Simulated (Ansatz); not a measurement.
In2O3 (corundum, space group No. 167), DFT-r²SCAN in the program Ansatz with PAW potentials. The conduction-band minimum lies at Γ, with 1 equivalent valley. Second derivatives d²E/dk² of the lowest band at one valley (eV·Å²), along Cartesian directions:

```tsv
direction	d²E/dk²
[100]	40.94
[010]	40.94
[001]	40.45
[110]	40.94
[101]	40.70
[011]	40.70
```

### Question
Find the principal effective masses, the density-of-states mass and the conductivity mass.

### Answer
Off-diagonal terms follow from H_xy = H[110] − (H_xx + H_yy)/2, and m*/mₑ = 7.620 eV·Å² over each eigenvalue: 0.19, 0.19, 0.19. One valley's DOS mass (m₁m₂m₃)^(1/3) = 0.19, conductivity mass 3/(Σ 1/mᵢ) = 0.19 mₑ.

### Question
What effective density of states Nc follows at 300 K for parabolic valleys?

### Answer
Nc = 2.509e19 × 1 × (0.19)^(3/2) ≈ 2.1e18 cm⁻³.

Space group R-3c (corundum). The workflow started from a Materials Project entry (that database holds measured and hypothetical structures alike); the Crystallography Open Database files this formula in space group No. 167, but the cells were not matched. It is not the phase usual at ambient conditions (space group No. 206). The r²SCAN relaxation kept the symmetry of its start; its stability against distortions is not shown here. Scalar-relativistic: spin–orbit coupling is off unless named, which matters more the heavier the elements.

Potentials: the later of the program's two PAW sets.

Edges and masses are those of Kohn–Sham bands, whose gap is no quasiparticle gap.
